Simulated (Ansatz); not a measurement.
CoSn₃ in space group Cmce (No. 64; Co on 8d, Sn on 8f, Sn on 16g) under volume change, the program Ansatz at the r²SCAN level (PAW), shape and atoms relaxed at each volume.

| V (Å³/atom) | E − E(relaxed) (meV/atom) | P (GPa) |
|---|---|---|
| 18.771 | 52.1 | 10.01 |
| 19.390 | 21.5 | 5.98 |
| 20.009 | 5.0 | 2.67 |
| 20.628 | 0.0 | 0.00 |
| 21.246 | 3.9 | -1.81 |
| 21.865 | 12.8 | -2.93 |

What does a third-order Birch–Murnaghan fit give for V₀, B₀ and B′?

V₀ = 20.67 Å³/atom, B₀ = 69.7 GPa, B′ = 8.9.

The workflow started from a Materials Project entry (that database holds measured and hypothetical structures alike); the Crystallography Open Database copy checked does not list it. Its standing as an ambient phase is unchecked. The r²SCAN relaxation kept the symmetry of its start; whether a distortion lowers the energy is not shown. The run is not spin-polarised. Scalar-relativistic: spin–orbit coupling is off unless named, which matters more the heavier the elements.

Potentials: the later of the program's two PAW sets.
